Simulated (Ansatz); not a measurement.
Os (hcp, Mg type)

```
Os
1.0
    2.75485     0.00000     0.00000
   -1.37743     2.38577     0.00000
    0.00000     0.00000     4.34430
Os
2
Cartesian
  0.00000   1.59052   3.25823
  1.37743   0.79526   1.08608
```

The slice is a (0001) plane (indices of the conventional cell) through the point (0.333, 0.667, 0.750) (fractional), spanned by u = [110] and v = [1 -1 0] in vectors of this cell: u (2.75 Å) and v (4.77 Å, at 90° to u). It covers one period; positions are fractions (u, v).

Level of theory: PBE (plane waves to 420 eV, PAW, scalar-relativistic; Ansatz, a quantum-chemistry and plane-wave program). k mesh 19×19×11. These are valence fields of a PAW run, semicore shells included where kept as valence: close to a nucleus they are smooth pseudo fields. Os is run without spin polarisation. Os was relaxed with its symmetry unable to fall. Spin-orbit coupling is left out, though Os is heavy.

Question: What is the ELF at the midpoint of the shortest Os–Os line in this plane (2.75 Å)?

Answer: 0.39.

Question: What is the valence density on the shortest Os–Os line in this plane (2.75 Å), at its midpoint?

Answer: 0.43 e/Å³.

Question: Sketch the electron localisation function (ELF) on this plane as a map.

Answer: 
```tsv
v \ u	0.00	0.12	0.25	0.38	0.50	0.62	0.75	0.88
0.93	x	x	0.51	0.24	0.34	0.24	0.51	x
0.86	0.63	0.53	0.29	0.26	0.32	0.26	0.29	0.53
0.79	0.29	0.29	0.34	0.33	0.30	0.33	0.34	0.29
0.71	0.38	0.41	0.35	0.26	0.25	0.26	0.35	0.41
0.64	0.41	0.33	0.32	0.53	0.61	0.53	0.32	0.33
0.57	0.41	0.28	0.53	x	x	x	0.53	0.28
0.50	0.39	0.29	0.61	x	x	x	0.61	0.29
0.43	0.34	0.24	0.51	x	x	x	0.51	0.24
0.36	0.32	0.26	0.29	0.53	0.63	0.53	0.29	0.26
0.29	0.30	0.33	0.34	0.29	0.29	0.29	0.34	0.33
0.21	0.25	0.26	0.35	0.41	0.38	0.41	0.35	0.26
0.14	0.61	0.53	0.32	0.33	0.41	0.33	0.32	0.53
0.07	x	x	0.53	0.28	0.41	0.28	0.53	x
0.00	x	x	0.61	0.29	0.39	0.29	0.61	x
```

Values: electron localisation function (ELF). Points within 0.5 Å of a nucleus are blanked (x), as the pseudised field means little there.
